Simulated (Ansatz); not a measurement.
SiB$_{2}$Mo$_{2}$ (Cmmm), relaxed and computed with several functionals in Ansatz (plane waves, PAW).

```
functional  a (Å)  c (Å)  V (Å³/atom)  ΔH_f (eV/atom)  B₀ by P(V) fit (GPa)
----------  -----  -----  -----------  --------------  --------------------
r²SCAN        ___    ___          ___             ___                   ___
PBEsol      3.045  3.113        10.51           -0.43                   272
PBE         3.062  3.141        10.76           -0.35                   254
```

Task: Some entries are withheld; supply them.

Result: 
- r²SCAN, a (Å): 3.055
- r²SCAN, c (Å): 3.134
- r²SCAN, V (Å³/atom): 10.58
- r²SCAN, ΔH_f (eV/atom): -0.34
- r²SCAN, B₀ by P(V) fit (GPa): 271

Typed or built starts, not in the databases checked: SiB2Mo2, Cmmm (Si on 2a, Mo on 4j, B on 4i). All cells were relaxed under the symmetry of their starts (and spin orders); stability against distortions was not tested throughout. Rows with no word on spin ran without spin polarisation. Spin–orbit coupling is left out wherever it is not named.

Potentials: the later of the program's two PAW sets.

Ansatz (a quantum-chemistry and plane-wave program) is a plane-wave DFT program.

Formation energies count from the lowest solids of the elements computed at the same level, not from gases.
